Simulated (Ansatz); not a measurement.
## TaSnO, first-principles data

TaSnO:
```cif
data_O2Sn2Ta2
_chemical_formula_sum 'Ta2 Sn2 O2'
_space_group_name_H-M_alt 'P 1'
_space_group_IT_number 1
_cell_length_a 3.98638
_cell_length_b 3.98638
_cell_length_c 6.62368
_cell_angle_alpha 90.000
_cell_angle_beta 90.000
_cell_angle_gamma 90.000
loop_
_space_group_symop_operation_xyz
  'x, y, z'
loop_
_atom_site_label
_atom_site_type_symbol
_atom_site_fract_x
_atom_site_fract_y
_atom_site_fract_z
_atom_site_occupancy
Ta1 Ta 0.00000 0.50000 0.67434 1
Ta2 Ta 0.50000 0.00000 0.32566 1
Sn1 Sn 0.00000 0.00000 0.00000 1
Sn2 Sn 0.50000 0.50000 0.00000 1
O1 O 0.50000 0.00000 0.60593 1
O2 O 0.00000 0.50000 0.39407 1
```

Space group P4/nmm (No. 129); conventional cell a = b = 3.9864 Å, c = 6.6237 Å, α = β = γ = 90.00°.

Method: PBEsol (plane waves, PAW; program Ansatz). The cell and atoms are relaxed at this level. Other levels are named where they apply.

Cell and energy:

Volume per atom: 17.54 Å³
Density: 9.96 g/cm³
Formation energy from the elements (no fitted shifts): -0.20 eV/atom

Electronic structure:

- Electronic character = metallic (no gap)
- Density of states at the Fermi level = 1.1 states/eV per atom (mean over ±0.08 eV)

The start of the workflow was typed in or built on a structure type; neither database checked (COD, Materials Project) lists it. Its standing as an ambient phase is unchecked. The PBEsol relaxation kept the symmetry of its start; whether a distortion lowers the energy is not shown. No spin polarisation was allowed. The references are the lowest solids computed at this level, not always the standard phases (solids in place of the gases). Spin–orbit coupling is left out wherever it is not named.

Potentials: the earlier of the program's two PAW sets. The files were generated under PBE; for other functionals the program regenerates the frozen cores, and for LDA and PBEsol the local potential too.
